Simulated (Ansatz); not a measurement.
# Structure relaxation, As

The start is a relaxed As cell displaced along its unstable phonon at q = (½, 0, 0) of its primitive reciprocal cell (28i cm⁻¹), largest move 0.15 Å. The cell and all atomic positions are relaxed at zero pressure with PBEsol (plane waves to 420 eV, PAW, scalar-relativistic; Ansatz, a first-principles code). The first steps use a coarse 4×8×6 k-mesh.

Starting cell:
```yaml
crystal:
  lattice:
    - [9.09761, 0.00000, 0.00000]
    - [-2.27440, 3.93938, 0.00000]
    - [0.00000, 0.00000, 5.64245]
  atoms:
    - { symbol: As, position: [0.16667, 0.63369, 0.03148] }
    - { symbol: As, position: [0.66667, 0.69964, 0.03148] }
    - { symbol: As, position: [0.33333, 0.30036, 0.53148] }
    - { symbol: As, position: [0.83333, 0.36631, 0.53148] }
    - { symbol: As, position: [0.33333, 0.30036, 0.96852] }
    - { symbol: As, position: [0.83333, 0.36631, 0.96852] }
    - { symbol: As, position: [0.16667, 0.63369, 0.46852] }
    - { symbol: As, position: [0.66667, 0.69964, 0.46852] }
```

Q: Which atoms feel the largest initial force, and how large is it?

A: 0.04 eV/Å, on As1, As2, As3, As4, As5, As6, As7, As8 (atoms numbered as listed).

Q: By how much does the energy per atom fall from start to end?

A: 0.17 eV/atom.

Q: Is the parent structure recovered?

A: It does not go back: it reaches I4/mmm (No. 139), 0.17 eV/atom below the parent.

Q: Is the relaxed structure metallic? Give its gap.

A: Zero (metallic).

Q: Write out the relaxed structure.

A: 
```cif
data_As4
_chemical_formula_sum 'As4'
_space_group_name_H-M_alt 'I4/mmm'
_space_group_IT_number 139
_space_group_name_Hall '-I 4 2'
_cell_length_a 3.82987
_cell_length_b 3.82987
_cell_length_c 5.53192
_cell_angle_alpha 90.000
_cell_angle_beta 90.000
_cell_angle_gamma 90.000
loop_
_atom_site_label
_atom_site_type_symbol
_atom_site_symmetry_multiplicity
_atom_site_Wyckoff_symbol
_atom_site_fract_x
_atom_site_fract_y
_atom_site_fract_z
_atom_site_occupancy
As1 As 4 e 0.00000 0.00000 0.27801 1
```

Final values are on a 12×9×12 k-mesh of the relaxed cell. No spin polarisation in the result.

The run could not lose the symmetry of its start: the end is stationary, and may be a saddle point rather than a minimum.

The relaxed structure here is a generated cell of As: the first start was made by placing the elements on the sites of a structure type, and the end was not matched to a known phase here, so it may be hypothetical. Known forms of As include space group No. 166.
